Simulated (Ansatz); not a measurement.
MgV2O6:
```cif
data_MgO6V2
_chemical_formula_sum 'Mg1 V2 O6'
_space_group_name_H-M_alt 'P 1'
_space_group_IT_number 1
_cell_length_a 4.97111
_cell_length_b 4.97111
_cell_length_c 6.78504
_cell_angle_alpha 69.791
_cell_angle_beta 110.209
_cell_angle_gamma 139.539
loop_
_space_group_symop_operation_xyz
  'x, y, z'
loop_
_atom_site_label
_atom_site_type_symbol
_atom_site_fract_x
_atom_site_fract_y
_atom_site_fract_z
_atom_site_occupancy
Mg1 Mg 0.00000 0.00000 0.50000 1
V1 V 0.19511 0.80489 0.15960 1
V2 V 0.80489 0.19511 0.84040 1
O1 O 0.69139 0.30861 0.06351 1
O2 O 0.30861 0.69139 0.93649 1
O3 O 0.95834 0.04166 0.77329 1
O4 O 0.04166 0.95834 0.22671 1
O5 O 0.34884 0.65116 0.38533 1
O6 O 0.65116 0.34884 0.61467 1
```

Relaxed with r²SCAN.

### Question
Which orbitals make up the states near the band edges in plane-wave PAW r²SCAN (Ansatz code)?

### Answer
Top 1 eV of the valence band: O 2p 95 %. Bottom 1 eV of the conduction band: V 3d 72 %, O 2p 23 %. Projections are on Löwdin-orthogonalised atomic valence shells; empty p or d shells of many metals are not among them.

### Question
Tabulate the density of states.

### Answer
States/eV per cell of 9 atoms, in 0.25 eV bins, energy from the valence-band maximum.

| E (eV) | total | O 2p | V 3d | O 2s |
|---|---|---|---|---|
| -5.31 | 0.00 | 0.00 | 0.00 | 0.00 |
| -5.06 | 4.22 | 2.99 | 1.05 | 0.01 |
| -4.81 | 3.49 | 2.42 | 0.95 | 0.01 |
| -4.56 | 7.71 | 5.27 | 2.13 | 0.03 |
| -4.31 | 6.03 | 4.22 | 1.47 | 0.03 |
| -4.06 | 5.29 | 3.78 | 1.28 | 0.04 |
| -3.81 | 7.30 | 5.39 | 1.67 | 0.06 |
| -3.56 | 7.06 | 5.26 | 1.59 | 0.06 |
| -3.31 | 7.59 | 5.61 | 1.73 | 0.09 |
| -3.06 | 6.70 | 4.94 | 1.52 | 0.10 |
| -2.81 | 7.52 | 5.45 | 1.80 | 0.12 |
| -2.56 | 8.23 | 6.20 | 1.67 | 0.17 |
| -2.31 | 7.99 | 6.33 | 1.37 | 0.10 |
| -2.06 | 8.40 | 6.74 | 1.40 | 0.08 |
| -1.81 | 8.34 | 7.00 | 1.04 | 0.09 |
| -1.56 | 6.79 | 5.96 | 0.61 | 0.06 |
| -1.31 | 6.43 | 5.68 | 0.58 | 0.05 |
| -1.06 | 5.91 | 5.34 | 0.42 | 0.03 |
| -0.81 | 7.69 | 7.24 | 0.28 | 0.04 |
| -0.56 | 10.11 | 9.65 | 0.27 | 0.05 |
| -0.31 | 8.99 | 8.62 | 0.23 | 0.04 |
| -0.06 | 2.20 | 2.11 | 0.06 | 0.00 |
| 0.19 | 0.00 | 0.00 | 0.00 | 0.00 |
| 0.44 | 0.00 | 0.00 | 0.00 | 0.00 |
| 0.69 | 0.00 | 0.00 | 0.00 | 0.00 |
| 0.94 | 0.00 | 0.00 | 0.00 | 0.00 |
| 1.19 | 0.00 | 0.00 | 0.00 | 0.00 |
| 1.44 | 0.00 | 0.00 | 0.00 | 0.00 |
| 1.69 | 0.00 | 0.00 | 0.00 | 0.00 |
| 1.94 | 0.00 | 0.00 | 0.00 | 0.00 |
| 2.19 | 0.00 | 0.00 | 0.00 | 0.00 |
| 2.44 | 0.00 | 0.00 | 0.00 | 0.00 |
| 2.69 | 0.00 | 0.00 | 0.00 | 0.00 |
| 2.94 | 1.30 | 0.20 | 1.02 | 0.04 |
| 3.19 | 6.93 | 1.26 | 5.31 | 0.17 |
| 3.44 | 8.86 | 2.15 | 6.40 | 0.10 |
| 3.69 | 6.99 | 1.80 | 4.90 | 0.07 |
| 3.94 | 7.18 | 1.91 | 4.93 | 0.09 |
| 4.19 | 8.67 | 2.51 | 5.74 | 0.10 |
| 4.44 | 3.99 | 1.23 | 2.58 | 0.05 |
| 4.69 | 2.03 | 0.63 | 1.32 | 0.03 |
| 4.94 | 1.68 | 0.54 | 1.09 | 0.02 |
| 5.19 | 1.21 | 0.35 | 0.78 | 0.04 |
| 5.44 | 4.05 | 1.09 | 2.53 | 0.22 |
| 5.69 | 6.29 | 1.81 | 3.85 | 0.34 |
| 5.94 | 5.34 | 1.72 | 3.17 | 0.21 |
| 6.19 | 5.93 | 2.02 | 3.44 | 0.23 |
| 6.44 | 1.62 | 0.56 | 0.93 | 0.06 |
| 6.69 | 2.13 | 0.73 | 1.22 | 0.09 |
| 6.94 | 3.77 | 1.34 | 2.13 | 0.14 |
| 7.19 | 2.03 | 0.76 | 1.14 | 0.06 |
| 7.44 | 0.00 | 0.00 | 0.00 | 0.00 |
| 7.69 | 0.09 | 0.01 | 0.00 | 0.02 |

Space group C2/m. The workflow started from a Materials Project entry (that database holds measured and hypothetical structures alike); the Crystallography Open Database files this formula in space group No. 12, but the cells were not matched. Whether it is the stable phase at ambient conditions was not checked. Symmetry was held in the r²SCAN relaxation; its stability against distortions is not shown here. No spin polarisation was allowed. No Hubbard U is applied.

Potentials: the later of the program's two PAW sets.
